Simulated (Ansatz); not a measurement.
# How much do the gradients of CsPb2Br5 depend on the method?

Cell: a computed structure from the Materials Project (it need not be an observed phase), taken as it stands.

Space group I4/mcm (No. 140); a = 8.5372, c = 15.5859 Å.

| site | Wyckoff | site symmetry | x | y | z |
| --- | --- | --- | --- | --- | --- |
| Cs | 4a | 422 | 0.0000 | 0.0000 | 0.7500 |
| Pb | 8h | m.2m | 0.3326 | 0.1674 | 0.5000 |
| Br7 | 4c | 4/m.. | 0.0000 | 0.0000 | 0.5000 |
| Br9 | 16l | ..m | 0.1538 | 0.3462 | 0.3736 |

One atom of each set is listed; the run and its k-mesh use a cell of 16 atoms with edges of 9.86, 9.86, 9.86 Å.

First run. All values are calculated (Ansatz; DFT, PBE, plane waves and PAW, scalar-relativistic, 420 eV cutoff, Γ-centred 5×5×5 k-points, Fermi–Dirac smearing 0.02 eV), not measured.

| site | V_zz (10²¹ V/m²) | η |
| --- | --- | --- |
| Cs | -0.38 | 0.00 |
| Pb | 15.78 | 0.69 |
| Br7 | -18.32 | 0.00 |
| Br9 | 9.64 | 0.49 |

Second run. The same atoms and settings, except that the functional is r2SCAN and the cutoff is 500 eV.

(1) Given the first result, estimate the second.

## Answers

(1) 

```tsv
site	V_zz	η	change of V_zz
Cs	-0.082	0.00	+0.29
Pb	16.41	0.69	+0.63
Br7	-17.11	0.00	+1.21
Br9	9.68	0.46	+0.04
```

The largest change of V_zz is on Br7, from -18.32 to -17.11. In per cent, |V_zz| changes by +4 on Pb, -7 to 0 on Br (all sites that start above 0.5).

Spin–orbit coupling is left out, which shifts gradients on Pb by a few per cent, and by more where contributions nearly cancel.
